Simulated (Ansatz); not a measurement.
Take a crystal in which Ge has been replaced by C on all its sites, with the cell rescaled by a rough guess (in some cases also distorted within its space group) and nothing relaxed:

```xyz
8
Lattice="3.3639 -2.3259 0.0000 3.3639 2.3259 0.0000 0.0000 0.0000 4.4605" Properties=species:S:1:pos:R:3 pbc="T T T"
C     1.9646    0.0000    2.2302
C     5.3285    0.0000    0.0000
C     4.7633    0.0000    2.2302
C     1.3994    0.0000    0.0000
C     3.3639   -0.7796    3.7557
C     3.3639    0.7796    0.7047
C     3.3639   -1.5463    1.5255
C     3.3639    1.5463    2.9350
```

Computed with DFT r2SCAN, scalar-relativistic, plane waves, PAW (Ansatz).

Plane waves to 500 eV, a k mesh through Γ of 10×10×8 on the computed 8-atom cell and Gaussian smearing (0.10 eV); no spin polarisation.

(1) What pressure does the cell carry?

(2) Is it a metal on this mesh?

## Answers

(1) The pressure is -29.0 GPa (positive in compression), so the cell would contract.

(2) Yes, a band crosses the Fermi level.

This form isn't the element's structure at ambient conditions.

Cost: 1 run of about 0.8 core-minutes, on Intel Xeon Processor @ 2.70GHz (shared hosts).